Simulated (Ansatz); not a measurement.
Ti (diamond, Fd-3m) under volume change, the program Ansatz at the r²SCAN level (PAW), scaled uniformly.

| V (Å³/atom) | E − E(relaxed) (meV/atom) | P (GPa) |
|---|---|---|
| 26.057 | 26.1 | 3.31 |
| 26.916 | 11.4 | 2.17 |
| 27.775 | … | … |
| 28.634 | 0.0 | 0.01 |
| 29.493 | 2.6 | -0.96 |
| 30.352 | 10.2 | -1.84 |
| 31.211 | … | … |

Task: Fill in the missing entries.

Result: 
- 27.775, E − E(relaxed) (meV/atom): 2.8
- 27.775, P (GPa): 1.06
- 31.211, E − E(relaxed) (meV/atom): 22.1
- 31.211, P (GPa): -2.61

Task: What does a third-order Birch–Murnaghan fit give for V₀, B₀ and B′?

Result: V₀ = 28.64 Å³/atom, B₀ = 33.0 GPa, B′ = 1.5.

The start of the workflow was typed in or built on a structure type; neither database checked (COD, Materials Project) lists it. It is not the phase usual at ambient conditions (space group No. 194). The cell was relaxed with r²SCAN under the symmetry of its start; whether a distortion lowers the energy is not shown. Spin order of the final state: ferromagnetic, chosen from 4 collinear starts compared on coarse meshes (ties went to the first, and starts can fall back to one state), not a proven ground state. Other orbital occupations within this spin state were not tried.

Potentials: the earlier of the program's two PAW sets.
